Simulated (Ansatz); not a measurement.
This cell of AlCu (space group C2/m) is off equilibrium:

```
AlCu
1.0
    5.87474    -1.99606     0.00000
    5.87474     1.99606     0.00000
   -3.83661     0.00000     5.51172
Cu Al
5 5
Direct
  0.00000   0.00000   0.00000
  0.25826   0.25826   0.23842
  0.74174   0.74174   0.76158
  0.10899   0.10899   0.77169
  0.89101   0.89101   0.22831
  0.50000   0.50000   0.50000
  0.15565   0.15565   0.45956
  0.84435   0.84435   0.54044
  0.37793   0.37793   0.99382
  0.62207   0.62207   0.00618
```

Method: PBEsol (plane waves to 420 eV, PAW, scalar-relativistic; Ansatz, a quantum-chemistry and plane-wave program). k mesh 12×12×9 (Γ-centred), Fermi-Dirac smearing 0.05 eV. E stands for the smeared free energy. Stress and pressure are positive under compression. AlCu is run without spin polarisation. AlCu was relaxed with its symmetry unable to fall.

Give the stress tensor in GPa and the pressure.


```
    7.7      0.0      0.2
    0.0      7.5      0.0
    0.2      0.0      6.7
```
The pressure, a third of the trace, is 7.3 GPa.

It is the relaxed cell scaled evenly to V/V₀ = 0.950, atoms relaxed where free. What is its energy relative to the relaxed cell?

15 meV/atom.

(Under strain, the slope of the energy per volume gives the stress and its curvature an elastic modulus.)
